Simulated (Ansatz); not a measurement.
**Relaxing palladium (A15)**

These are results of Ansatz, DFT, r2SCAN, plane waves (500 eV) with PAW, scalar-relativistic, not measurements. The PAW files were generated under PBE, with cores re-solved for the functional.

k-point mesh 5×5×5, Fermi-Dirac smearing 0.1 eV, no spin polarisation. Cell and atoms relax.

Starting structure:

```cif
data_structure
_symmetry_space_group_name_H-M 'P 1'
_symmetry_Int_Tables_number 1
_cell_length_a 4.9008
_cell_length_b 4.9008
_cell_length_c 4.9008
_cell_angle_alpha 90.000
_cell_angle_beta 90.000
_cell_angle_gamma 90.000
_cell_volume 117.71
loop_
_atom_site_label
_atom_site_type_symbol
_atom_site_fract_x
_atom_site_fract_y
_atom_site_fract_z
_atom_site_occupancy
Pd1 Pd 0.00000 0.00000 0.00000 1
Pd2 Pd 0.50000 0.50000 0.50000 1
Pd3 Pd 0.25000 0.00000 0.50000 1
Pd4 Pd 0.75000 0.00000 0.50000 1
Pd5 Pd 0.50000 0.25000 0.00000 1
Pd6 Pd 0.50000 0.75000 0.00000 1
Pd7 Pd 0.00000 0.50000 0.25000 1
Pd8 Pd 0.00000 0.50000 0.75000 1
```

Problem. What cell does the relaxation end in?

Solution. Pm-3n with a = 4.971 Å; 15.36 Å³ per atom against 14.71 at the start (4.4 %).

Problem. How much energy does the relaxation gain?

Solution. 16.0 meV per atom.
